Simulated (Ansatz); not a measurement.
SbPd (CsCl type, space group No. 221) at seven volumes, r²SCAN in the plane-wave PAW code Ansatz, scaled uniformly. One row is withheld.

```
V (Å³/atom)  P (GPa)
-----------  -------
17.738             ?
18.323          8.40
18.908          3.78
19.493          0.00
20.078         -3.10
20.662         -5.70
21.247         -7.91
```

Question: Fit the shown pressures and predict the withheld one.

Answer: Third-order Birch–Murnaghan: P = (3/2)B₀(x^(7/2) − x^(5/2))[1 + (3/4)(B′ − 4)(x − 1)] with x = (V₀/V)^(2/3). Least squares on the six rows gives V₀ = 19.496 Å³/atom, B₀ = 114.8 GPa, B′ = 5.24. At V = 17.738, x = 1.0650 and P = 13.90 GPa. The run itself gave 13.86 GPa.

Space group Pm-3m (CsCl type). A made-up cell: these elements were put on the sites of a structure type; neither database checked (COD, Materials Project) lists it. COD files the formula under space group No. 194. Its standing as an ambient phase is unchecked. The cell was relaxed with r²SCAN under the symmetry of its start; its stability against distortions is not shown here. The run is not spin-polarised. Scalar-relativistic: spin–orbit coupling is off unless named, which matters more the heavier the elements.

Potentials: the earlier of the program's two PAW sets.
